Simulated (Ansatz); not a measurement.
Zn3CdSe4:
```
CELL_PARAMETERS angstrom
      5.78227     0.00000     0.00000
      0.00000     5.78227     0.00000
      0.00000     0.00000     5.78227
ATOMIC_POSITIONS crystal
  Zn 0.00000 0.50000 0.50000
  Zn 0.50000 0.00000 0.50000
  Zn 0.50000 0.50000 0.00000
  Cd 0.00000 0.00000 0.00000
  Se 0.73852 0.73852 0.26148
  Se 0.73852 0.26148 0.73852
  Se 0.26148 0.26148 0.26148
  Se 0.26148 0.73852 0.73852
```

Cartesian axes are those of the cell as given.

Problem. Give the high-frequency dielectric tensor and the Born effective charge tensors of the independent atoms from DFPT, plane-wave PAW r²SCAN (Ansatz code).

Solution. 
ε∞:
```
6.48  0.00  0.00
0.00  6.48  0.00
0.00  0.00  6.48
```
Z* of atom 1 (Zn), rows: field, columns: displacement, in e:
```
2.29  0.00  0.00
0.00  1.99  0.00
0.00  0.00  1.99
```
Z* of atom 4 (Cd), rows: field, columns: displacement, in e:
```
2.18  0.00  0.00
0.00  2.18  0.00
0.00  0.00  2.18
```
Z* of atom 5 (Se), rows: field, columns: displacement, in e:
```
-2.12   0.07  -0.07
 0.07  -2.12  -0.07
-0.07  -0.07  -2.12
```

Static charges for comparison (Bader): Zn1 +0.84, Cd4 +0.80, Se5 -0.83 e. Born charges measure polarisation by displacement and can exceed these by far.

Space group P-43m. The first step of the workflow began from a Materials Project structure, measured or hypothetical; the Crystallography Open Database copy checked does not list it. With Zn and Cd taken as one species the cell has the higher symmetry F-43m, so it may be an ordered model of a mixed-site phase. Its standing as an ambient phase is unchecked. The r²SCAN relaxation kept the symmetry of its start; whether a distortion lowers the energy is not shown. Scalar-relativistic: spin–orbit coupling is off unless named, which matters more the heavier the elements.

Potentials: the later of the program's two PAW sets.
